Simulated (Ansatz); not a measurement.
According to PBE in the plane-wave PAW code Ansatz, PbS in the zinc blende structure (F-43m) relaxes to a = 6.647 Å. S has 4 nearest neighbours from 2.88 Å (tetrahedral); Pb has 4 nearest neighbours from 2.88 Å (tetrahedral). Against the elements it lies at -0.37 eV/atom, with no fitted shifts.

The Kohn–Sham gap is 0.85 eV (indirect). The valence maximum lies at W and the conduction minimum at X (3 equivalent valleys). Gap from PBE with spin–orbit coupling: 0.74 eV. The electron mass is 0.37, 0.37, 1.8 mₑ (principal values). The hole mass is 0.62, 0.62, 0.80 mₑ (principal values).

An equation-of-state fit gives a bulk modulus of 35.2 GPa.

The start of the workflow was typed in or built on a structure type; neither database checked (COD, Materials Project) lists it. It is not the phase usual at ambient conditions (space group No. 225). The PBE relaxation kept the symmetry of its start; its stability against distortions is not shown here. The references are the lowest solids computed at this level, not always the standard phases. Scalar-relativistic: spin–orbit coupling is off unless named, which matters more the heavier the elements.

Potentials: the earlier of the program's two PAW sets.
